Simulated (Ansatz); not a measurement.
Fe₃Ge₂ in space group P-3m1 (No. 164; Fe on 2d, Fe on 1a, Ge on 2d) at seven volumes, plane-wave PAW PBEsol (Ansatz code), shape and atoms relaxed at each. One row is withheld.

```csv
V (Å³/atom),P (GPa)
11.785,17.80
12.174,?
12.562,4.71
12.951,0.00
13.339,-4.11
13.728,-7.19
14.116,-10.17
```

Problem. Fit the shown pressures and predict the withheld one.

Solution. P = (3/2)B₀(x^(7/2) − x^(5/2))[1 + (3/4)(B′ − 4)(x − 1)] with x = (V₀/V)^(2/3). Least squares on the six rows gives V₀ = 12.946 Å³/atom, B₀ = 147 GPa, B′ = 5.38. At V = 12.174, x = 1.0418 and P = 10.66 GPa. The run itself gave 10.08 GPa.

The workflow started from a Materials Project entry (that database holds measured and hypothetical structures alike); the Crystallography Open Database copy checked does not list it. Whether it is the stable phase at ambient conditions was not checked. Symmetry was held in the PBEsol relaxation, as lowered by the spin order; its stability against distortions is not shown here. Magnetic state: antiferromagnetic, chosen from 5 collinear starts compared on coarse meshes (ties went to the first, and starts can fall back to one state), not a proven ground state.

Potentials: the later of the program's two PAW sets.
